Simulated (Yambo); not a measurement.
Consider the following.

```xyz
3
Lattice="3.5345 0.0000 0.0000 -1.7672 3.0609 0.0000 0.0000 0.0000 15.5000" Properties=species:S:1:pos:R:3 pbc="T T T"
S      0.0000     2.0406     1.2163
S      1.7672     1.0203    -1.2163
Pt     0.0000     0.0000     0.0000
```

Workflow: norm-conserving PBEsol (Quantum ESPRESSO, 84 Ry, without SOC), then G0W0 in Yambo (6×6×1 Γ-centred k mesh, bands 5 to 155 and a 8 Ry block in the screening, 155 bands in G with the Bruneval-Gonze terminator, plasmon pole fitted at 27.2 eV, slab-truncated Coulomb interaction, stochastic integration of W near q = 0).

Task: Give the PBEsol and G0W0 gaps between the band edges found on this mesh, and say where the edges lie.

Result: Edges: (0.167, 0.167) → (0, 0.167). PBEsol: 2.06 eV; G0W0: 3.31 eV. The mesh misses an edge: along a dense path the PBEsol gap is 1.78 eV. Among the k points computed, the smallest G0W0 gap is 3.25 eV, (0, 0.167) → (0, 0.167). Nearest settings tried, and what they do to the gap: 99 bands in G: +4 meV; 99 bands in W, 99 bands in G: +8 meV; 3 Ry block (107 vectors against 405): -128 meV. Not varied: mesh, cell height. So the settings aren't converged at that level. Spin-orbit coupling is left out, which matters for elements this heavy: edges can move by tenths of an eV.

Geometry relaxed with PBEsol.
